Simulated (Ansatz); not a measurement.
Density of states of Pb (Fm-3m, a = 4.959 Å, b = 4.959 Å, c = 4.959 Å, α = 90.00°, β = 90.00°, γ = 90.00°), in states per eV and primitive cell, averaged over bins of 0.4 eV. Level of theory: DFT PBE+D3(BJ), scalar-relativistic, plane waves, PAW in Ansatz 0.2.0.

Plane waves to 420 eV, a k mesh through Γ of 14×14×14 on the computed 1-atom cell and Gaussian smearing (0.10 eV); no spin polarisation.

The cell is relaxed at this level. The states (both spins) are summed by tetrahedra on a 21×21×21 mesh at the self-consistent density. Energies are bin centres; the table starts no lower than −8 eV and ends at 6 eV, or lower where the solved bands end.

It is a metal at this level.

```
E − E_F (eV) total Pb 6p Pb 6s
       -7.85   0.67   0.10   0.56
       -7.45   0.63   0.08   0.55
       -7.05   0.65   0.04   0.60
       -6.65   0.32   0.01   0.31
       -6.25   0.00   0.00   0.00
       -5.85   0.00   0.00   0.00
       -5.45   0.00   0.00   0.00
       -5.05   0.00   0.00   0.00
       -4.65   0.00   0.00   0.00
       -4.25   0.01   0.01   0.00
       -3.85   0.15   0.14   0.00
       -3.45   0.24   0.23   0.01
       -3.05   0.41   0.37   0.02
       -2.65   0.64   0.59   0.05
       -2.25   0.88   0.79   0.08
       -1.85   0.68   0.57   0.09
       -1.45   0.38   0.30   0.08
       -1.05   0.49   0.41   0.07
       -0.65   0.51   0.43   0.07
       -0.25   0.51   0.44   0.06
        0.15   0.51   0.44   0.06
        0.55   0.55   0.48   0.05
        0.95   0.59   0.52   0.05
        1.35   0.64   0.57   0.04
        1.75   0.71   0.63   0.04
        2.15   0.80   0.72   0.03
        2.55   0.77   0.69   0.03
        2.95   0.73   0.65   0.02
        3.35   0.69   0.62   0.02
        3.75   0.66   0.58   0.02
        4.15   0.62   0.56   0.01
        4.55   0.59   0.53   0.01
        4.95   0.56   0.50   0.01
        5.35   0.53   0.47   0.01
        5.75   0.44   0.34   0.01
```

The columns after the total are the Löwdin projections on the occupied valence shells of the potentials. The rest of the total lies in shells that are empty in the free atom, which aren't projected, and between the atoms.

Spin-orbit coupling is left out, which matters for the bands of heavy elements.

Cost: 1 run of about 0.14 core-minutes, on Arm Neoverse V1 (shared hosts).